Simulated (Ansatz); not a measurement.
RbSrSiHO4 — ¹⁷O NMR of the central transition

Cell: a computed structure from the Materials Project (it need not be an observed phase).

Space group P2_1 (No. 4); a = 5.8567, b = 7.9137, c = 5.9049 Å, β = 119.25°.

| site | Wyckoff | site symmetry | x | y | z |
| --- | --- | --- | --- | --- | --- |
| Rb | 2a | 1 | 0.6403 | 0.2314 | 0.2817 |
| Sr | 2a | 1 | 0.9873 | 0.4845 | 0.9910 |
| Si | 2a | 1 | 0.3113 | 0.2456 | 0.6217 |
| H | 2a | 1 | 0.4922 | 0.0065 | 0.5390 |
| O9 | 2a | 1 | 0.1496 | 0.2383 | 0.7826 |
| O11 | 2a | 1 | 0.1217 | 0.2398 | 0.3047 |
| O13 | 2a | 1 | 0.5229 | 0.4023 | 0.7078 |
| O15 | 2a | 1 | 0.5090 | 0.0686 | 0.6985 |

One atom of each set is listed.

Computed with Ansatz: DFT, PBE, plane waves and PAW, scalar-relativistic, 420 eV cutoff, Γ-centred 4×3×4 k-points, Fermi–Dirac smearing 0.02 eV.

¹⁷O has I = 5/2 and Q = -25.58 mb (Pyykkö 2018); at 18.8 T its Larmor frequency is ν₀ = 108.6 MHz. Only the quadrupole interaction is simulated: positions count from each site's isotropic chemical shift, and J coupling is left out, as are shift anisotropy and dipolar coupling, which fast spinning averages.

Task: Simulate the second-order pattern (fast magic-angle spinning, Gaussian broadening 0.07 kHz) of site O9 (1 Si at 1.64 Å; also 2 Sr at 2.71–2.74 Å, 2 Rb at 2.94–3.00 Å).

Result: The calculation gives C_Q = -3.04 MHz and η = 0.42, so ν_Q = 0.457 MHz and the centre of gravity lies at -5.00 ppm (-0.542 kHz).

(offset (kHz), height): (-1.383, 0), (-1.337, 2), (-1.292, 7), (-1.247, 9), (-1.202, 10), (-1.157, 10), (-1.112, 10), (-1.067, 11), (-1.022, 17), (-0.977, 30), (-0.932, 38), (-0.886, 42), (-0.841, 47), (-0.796, 59), (-0.751, 88), (-0.706, 100), (-0.661, 84), (-0.616, 75), (-0.571, 72), (-0.526, 72), (-0.481, 76), (-0.435, 84), (-0.390, 100), (-0.345, 98), (-0.300, 79), (-0.255, 67), (-0.210, 61), (-0.165, 56), (-0.120, 50), (-0.075, 33), (-0.030, 8), (0.016, 0)

At O9 V_zz points along its bond to Si (within 3°).

Hardware: 1 thread of Arm Neoverse V2 (aarch64; 24 cores open to the job, memory cap 2.5 GiB, no GPU), a shared host with a load of 0.4 a core. Wall time 41 s, CPU time 41 s, peak memory 0.56 GiB.
